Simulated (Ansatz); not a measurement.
Relaxed candidate structures of SbPt:

A. P6₃/mmc (No. 194), hP4, NiAs type; a = b = 4.1694 Å, c = 5.4735 Å, α = β = 90.00°, γ = 120.00°; Sb 2c (0.333, 0.667, 0.250); Pt 2a (0.000, 0.000, 0.000)

B. Fm-3m (No. 225), cF8, rock salt type; a = b = c = 5.471 Å, α = β = γ = 90.00°; Sb 4a (0.000, 0.000, 0.000); Pt 4b (0.500, 0.500, 0.500)

Q: Rank these by energy per atom (lowest first), as PBEsol (plane waves to 420 eV, PAW, scalar-relativistic; Ansatz, an electronic-structure program) gives it.

A: A (reference, the lowest among the structures calculated here), B (+0.14 eV/atom)

Each run could gain symmetry but not lose that of its start, so entries can be saddle points. From databases, or of a type measured for this composition: P6₃/mmc, hP4, NiAs type; the others are generated cells (placed on structure types, drawn at random, substituted or restacked) that were not matched to a known phase here. Energies are at zero temperature and pressure, without zero-point motion. No spin polarisation in the result.
